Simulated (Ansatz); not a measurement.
## Slab of bcc Fe (100), 5 layers

The slab is cut from the bcc crystal, the stable phase, as relaxed on PAW files (11.35 Å³/atom), with 16 Å of vacuum and a dipole correction:

```
CELL_PARAMETERS angstrom
2.83135 0.00000 0.00000
0.00000 2.83135 0.00000
0.00000 0.00000 21.66270
ATOMIC_POSITIONS crystal
Fe 0.00000 0.00000 0.36930
Fe 0.50000 0.50000 0.43465
Fe 0.00000 0.00000 0.50000
Fe 0.50000 0.50000 0.56535
Fe 0.00000 0.00000 0.63070
```

Computed with Ansatz 0.2.0; functional PBE, scalar-relativistic. Settings: a Γ-centred 14×14×1 k mesh, Fermi–Dirac smearing of 0.1 eV, spin-polarised from start moments Fe1 2.5, Fe2 2.5, Fe3 2.5, Fe4 2.5, Fe5 2.5 μB. Methods: LAPW: all electrons, basis error target 1 meV/atom; PAW: frozen-core files, cutoff 420 eV.

The bulk energy comes from a cell in the slab's orientation on a 14×14×14 mesh. The surface energy is (E(slab) − N·E(bulk))/2A at zero smearing, the mean of both faces; thin slabs carry quantum-size effects.

The magnetic state is the one reached from the start moments; other orders weren't searched.

Task: As cut, the LAPW slab lies 2.568 eV above 5 atoms of bulk. What surface energy is that?

Result: Over two faces of 8.02 Å² it is 160.1 meV/Å², and times 16.02 J/m² per eV/Å² that gives γ = 2.566 J/m².

Task: What do relaxation and the other method give, and what work function comes out?

Result: 

```json
{"method": "LAPW", "γ as cut (J/m²)": "2.566", "γ relaxed (J/m²)": "2.551", "Φ as cut (eV)": "3.86", "Φ relaxed (eV)": "3.87"}
{"method": "PAW", "γ as cut (J/m²)": "2.558", "γ relaxed (J/m²)": "2.543", "Φ as cut (eV)": "3.87", "Φ relaxed (eV)": "3.87"}
```

Task: How do the spacings between the planes relax?

Result: From the bottom face up: d12 -2.1 % of 1.416 Å, d23 +2.5 % of 1.416 Å, d34 +2.5 % of 1.416 Å, d45 -2.1 % of 1.416 Å.

Task: How do the moments vary through the slab?

Result: Fe1 2.95, Fe2 2.31, Fe3 2.49, Fe4 2.31, Fe5 2.95 μB in the LAPW spheres; the bulk has Fe 2.21 μB.

Task: What changes if the images along the normal are cut off in place of the dipole correction?

Result: LAPW then gives: no gap, work function 3.87 eV; PAW: no gap, work function 3.87 eV.
